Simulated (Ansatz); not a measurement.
Calculation for hcp Sb (0001), 3 layers: DFT, LDA, norm-conserving pseudopotentials, Ansatz's default files, scalar-relativistic (Ansatz 0.2.0).

The slab is cut from a bulk crystal relaxed on PAW files (its atoms may have been relaxed since), whose type needn't be the stable one.

Command: `ansatz run input.yaml --threads 1 --pin off --max-ram 3584MiB --backend cpu --events-out ev --progress --plain --runs-dir out` It took 31 s on 1 thread of AMD EPYC 7R43 64-Core Processor (Zen 3), with other jobs on the host, peak memory 0.74 GiB.

```yaml
crystal:
  lattice:
    - [3.2985250201, 0.0, 0.0]
    - [-1.64926251, 2.8566064624, 0.0]
    - [0.0, 0.0, 21.4548]
  atoms:
    - { symbol: Sb, position: [0.0, 0.0, 0.3773906233] }
    - { symbol: Sb, position: [0.3333333333, 0.6666666667, 0.4999999997] }
    - { symbol: Sb, position: [0.0, 0.0, 0.622609377] }
kpoints:
  mp_grid: { grid: [14, 14, 1] }
scf:
  occupations: { method: fermi_dirac, width: 0.08 }
hamiltonian:
  xc: lda
  pseudopotentials: { kind: nc }
output:
  forces: true
  stress: true
  eigenvalues: true
efield:
  axis: 3
  amplitude: 0
  dipole_correction: true
```

Output:

```
Engine: ansatz 0.2.0
Pseudopotentials: kind: nc
Pseudopotential: Sb, nc, valence charge 15, recommended cutoff 1142.878222 eV (normal), Sb.nc.azcp (PseudoDojo's, or run here from an input of PseudoDojo's: the run reads no file of this project's for it)
Functional definition: SPW92
  exchange = slater_x
  correlation = pw_c
Crystal: 3 atoms, lattice volume = 202.160 Å³
Basis set: ecut = 1142.878222 eV, 17657 PW (Γ)
Bands: 27, of which v1, the nominal top of the filled ones, is band 23 counted from 1 (22 counted from 0)
Symmetry: 6 space group operations
k-points: 24 of 196 (time reversal used)
Non-local potential: Sb, projectors of the file, l = 0: 2, l = 1: 2, l = 2: 2
Initial density: superposition of atomic densities (neutral atoms: chi_scale 0, normalization atom)
Initial wavefunctions: pseudopotential atomic-orbital guess
Functional: x = slater, c = lda
iter 1 solved again at ethr=2.63e-4 eV; its pass at ethr=3.10e-3 eV (dr2=1.18e-1 eV) is discarded
SCF iter   1: F=—  HF=-7403.451681 eV  |F-HF|=—  |Δ(HF+E_count)|=         —  Δρ=6.31e-3  dr2=1.22e-1  ethr=2.63e-4  p=-0.000 e·Å  D=-1.80e-14 V/Å  ΔV_dip=0.00 eV  dr2_dipole=1.39e-10  V_vac-E_F(+/−)=5.07/5.07 eV  ⟨swp⟩=1.5  Hψ=4591  notcnv=0
efield: sawtooth ramp at fractional position 0.9500 (placed from the atoms, in the widest stretch of the axis that holds none; the zero of the levels goes with the place), width 0.1000; the density the first Hamiltonian is built on has a dipole p = -0.000 e·Å; the dipole correction subtracts the counter field D = -1.80e-14 V/Å, which shifts the + side's vacuum level by +0.00 eV against the − side's; the planar-averaged density in the ramp window peaks in size at 7.3e-9 e/Å³
preconditioner: auto → LDOS  [metal: Δε(μ)=0.060 eV  Ē_g=7.403 eV  σ=0.080 eV  W_gap=0.18  n_scr=14 (ndim 8)  ℏωp=10.1 eV  f_vac=0.560  D(μ)=2.55/eV (n_scr^D=10)  β→1.0]
SCF iter   2: F=—  HF=-7403.410296 eV  |F-HF|=—  |Δ(HF+E_count)|=   4.14e-2  Δρ=2.08e-3  dr2=9.00e-3  ethr=2.63e-4  p=-0.000 e·Å  D=-6.90e-6 V/Å  ΔV_dip=0.00 eV  dr2_dipole=4.84e-10  V_vac-E_F(+/−)=4.70/4.70 eV  ⟨swp⟩=2.7  Hψ=1148  notcnv=0
SCF iter   3: F=—  HF=-7403.407797 eV  |F-HF|=—  |Δ(HF+E_count)|=   2.50e-3  Δρ=4.50e-4  dr2=2.07e-4  ethr=2.00e-5  p=-0.000 e·Å  D=-9.82e-8 V/Å  ΔV_dip=0.00 eV  dr2_dipole=2.56e-12  V_vac-E_F(+/−)=4.59/4.59 eV  ⟨swp⟩=2.9  Hψ=1220  notcnv=0
SCF iter   4: F=—  HF=-7403.407712 eV  |F-HF|=—  |Δ(HF+E_count)|=   8.43e-5  Δρ=6.04e-5  dr2=4.57e-6  ethr=4.61e-7  p=-0.000 e·Å  D=-2.05e-7 V/Å  ΔV_dip=0.00 eV  dr2_dipole=1.95e-12  V_vac-E_F(+/−)=4.59/4.59 eV  ⟨swp⟩=2.2  Hψ=1172  notcnv=0
SCF iter   5: F=—  HF=-7403.407981 eV  |F-HF|=—  |Δ(HF+E_count)|=   2.69e-4  Δρ=1.13e-5  dr2=1.66e-7  ethr=1.01e-8  p=-0.000 e·Å  D=-8.35e-8 V/Å  ΔV_dip=0.00 eV  dr2_dipole=1.59e-12  V_vac-E_F(+/−)=4.59/4.59 eV  ⟨swp⟩=3.2  Hψ=1514  notcnv=0
SCF iter   6: F=-7403.407981 eV  HF=-7403.407981 eV  |F-HF|=5.79e-9  |Δ(HF+E_count)|=   1.38e-8  Δρ=2.60e-6  dr2=9.09e-9  ethr=2.22e-10  p=-0.000 e·Å  D=-4.00e-8 V/Å  ΔV_dip=0.00 eV  dr2_dipole=2.59e-14  V_vac-E_F(+/−)=4.59/4.59 eV  ⟨swp⟩=11.1  Hψ=4170  notcnv=0
SCF 1 converged in 6 iterations: F = -7403.407981 eV  dr2 = 9.09e-9
SCF converged after 6 iterations
Free energy (F): -7403.407981 eV
Harris-Foulkes:  -7403.407981 eV  (|F-HF|=5.79e-9)
Internal energy: -7403.356369 eV  (E = F + TS)
E sigma→0 (E₀):  -7403.382175 eV
Entropy (-TS):   -0.051612 eV (-17.204 meV/atom)
Fermi energy:    1.964210 eV
Dipole field:    D = -0.000000 V/Å  (p = -0.000000 e·Å, saw-weighted, corrected)
Work function:   Φ+ = 4.5894 eV   Φ− = 4.5894 eV
Levels:          The Fermi level and band energies are counted from a zero that moves with the ramp; work functions are not
--- Per-component energies (eV) ---
  E_band       = -863.298675
  E_kinetic    = 4340.301126
  E_local      = -34183.613824  (includes V_loc(G=0)·N_el)
  E_nonlocal   = -1557.150272
  E_hartree    = 15834.180722
  E_xc         = -1823.578853
  E_vxc        = -1131.200995  (∫ρ·V_xc dr)
  E_efield     = 0.000000  (sawtooth field / dipole correction)
  E_vefield    = 0.000000  (∫n·V_field dr)
  E_ewald      = 9986.504733
  E_smearing   = -0.051612  (= −TS)
  E_closure    = 0.000000  (closes the sum)
  Σ components = -7403.407981   (vs F -7403.407981, Δ=0.00e0)
--- Forces (eV/Å), atoms counted from 1 ---
  atom   1  Sb     0.00000000     0.00000000    -0.01029800
  atom   2  Sb    -0.00000000    -0.00000000     0.00000005
  atom   3  Sb     0.00000000    -0.00000000     0.01029684
  max |Σ_I F_I| component: 1.12e-6 eV/Å
--- Stress (GPa, compression-positive) ---
       -0.820311       0.000000      -0.000000
       -0.000000      -0.820311       0.000000
       -0.000000       0.000000       0.042930
  P = ⅓ Tr σ = -0.5326 GPa (-5.326 kbar)
--- Band table (eV; the first three rows and the last of 24) ---
  k-point 0: bands = ["-27.3547", "-27.3459", "-27.3459", "-27.2979", "-27.2979", "-27.0617", "-27.0617", "-27.0601", "-27.0601", "-27.0306", "-27.0302", "-26.9820", "-26.9820", "-26.9807", "-26.9807", "-11.1779", "-9.7427", "-8.0211", "-2.8145", "0.3467", "3.8548", "5.9750", "5.9800", "5.9800", "6.6649", "6.9763", "6.9763"]
  k-point 1: bands = ["-27.3530", "-27.3457", "-27.3415", "-27.3000", "-27.2984", "-27.0621", "-27.0607", "-27.0574", "-27.0559", "-27.0279", "-27.0274", "-26.9838", "-26.9827", "-26.9825", "-26.9810", "-11.0833", "-9.6499", "-7.9345", "-2.7200", "0.4243", "3.9084", "5.0219", "5.6252", "6.0690", "6.1350", "6.7278", "6.7634"]
  k-point 2: bands = ["-27.3539", "-27.3398", "-27.3293", "-27.3058", "-27.2999", "-27.0639", "-27.0630", "-27.0453", "-27.0441", "-27.0197", "-27.0187", "-26.9888", "-26.9882", "-26.9839", "-26.9819", "-10.8002", "-9.3727", "-7.6770", "-2.4400", "0.6352", "3.2140", "3.8695", "4.6571", "4.9117", "5.5027", "6.1468", "6.3438"]
  k-point 23: bands = ["-27.3308", "-27.3245", "-27.3162", "-27.3008", "-27.2913", "-27.0279", "-27.0266", "-27.0117", "-27.0108", "-27.0070", "-27.0068", "-27.0042", "-27.0011", "-26.9722", "-26.9693", "-6.4977", "-5.8702", "-5.7002", "-2.4201", "-2.1194", "-1.4940", "-0.8085", "-0.5224", "0.6889", "1.9000", "3.2463", "4.2625"]
```

Spin–orbit coupling is left out, which matters for the heavy atoms. The norm-conserving files are those that the library serves for this functional. The cell is 1×1, so reconstructions are forbidden, and in slabs of four or five layers the relaxations can be far larger than at a real surface.
